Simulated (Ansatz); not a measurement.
Given:

TlHg:
```
CELL_PARAMETERS angstrom
      3.74825     0.00000     0.00000
      0.00000     3.74825     0.00000
      0.00000     0.00000     3.74825
ATOMIC_POSITIONS crystal
  Tl 0.50000 0.50000 0.50000
  Hg 0.00000 0.00000 0.00000
```

This is the PBEsol-relaxed structure.

### Question
All from PBEsol (plane waves, PAW; program Ansatz), unless another level is named. Predict the formation energy from the elements (no fitted shifts).

### Answer
-1.4 kJ/mol of atoms.

### Question
And the density of states at the Fermi level?

### Answer
0.55 states/eV per atom (mean over ±0.08 eV).

### Question
Give the gap with spin–orbit coupling.

### Answer
none (metallic).

Space group Pm-3m (CsCl type). The workflow started from an entry of the Crystallography Open Database (COD). Its standing as an ambient phase is unchecked. The PBEsol relaxation kept the symmetry of its start. At this level the phase is mechanically unstable. The references are the lowest solids computed at this level, not always the standard phases. Spin–orbit coupling is left out wherever it is not named.

Potentials: the later of the program's two PAW sets.
